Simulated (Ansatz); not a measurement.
AgI:
```xyz
8
Lattice="4.4362 0.0000 0.0000 -2.2181 3.8419 0.0000 0.0000 0.0000 14.6140" Properties=species:S:1:pos:R:3 pbc="T T T"
Ag     0.0000     0.0000     4.6985
Ag     0.0000     0.0000    12.0055
Ag     2.2181     1.2806     6.2657
Ag     0.0000     2.5613    13.5727
I      0.0000     0.0000     0.2674
I      0.0000     0.0000     7.5744
I      2.2181     1.2806     3.3824
I      0.0000     2.5613    10.6893
```

Relaxed with PBE+D3(BJ). Special points in fractions of this cell's reciprocal vectors: Γ (0.000, 0.000, 0.000); M (0.500, 0.000, 0.000); K (0.333, 0.333, 0.000); A (0.000, 0.000, 0.500); L (0.500, 0.000, 0.500); H (0.333, 0.333, 0.500).

Question: List the band energies nearest the valence-band maximum at these points for PBE+D3(BJ) in the plane-wave PAW code Ansatz.

Answer: In eV from the valence-band maximum; about four levels below and three above (degenerate sets whole), none deeper than 8.9 eV; points with the same levels are listed once.

| k | below | above |
|---|---|---|
| Γ | -0.27 -0.27 -0.21 0.00 0.00 | 1.45 2.97 3.26 |
| M | -1.10 -0.97 -0.58 -0.16 | 2.61 2.96 4.01 |
| K | -1.36 -1.36 -0.99 -0.74 -0.74 | 3.49 3.84 3.84 |
| A | -0.09 -0.09 -0.09 -0.09 | 2.15 2.15 3.44 3.44 |
| L | -1.17 -1.17 -0.35 -0.35 | 3.05 3.05 3.67 3.67 |
| H | -1.30 -1.30 -0.64 -0.64 | 3.55 3.55 3.91 3.91 |

Space group P6_3mc. The first step of the workflow began from a Materials Project structure, measured or hypothetical. Its sites differ from those of the usual phase in this space group: another stacking or structure type. The cell was relaxed with PBE+D3(BJ) under the symmetry of its start; its stability against distortions is not shown here. The run is not spin-polarised. Spin–orbit coupling is left out wherever it is not named.

Potentials: the later of the program's two PAW sets.
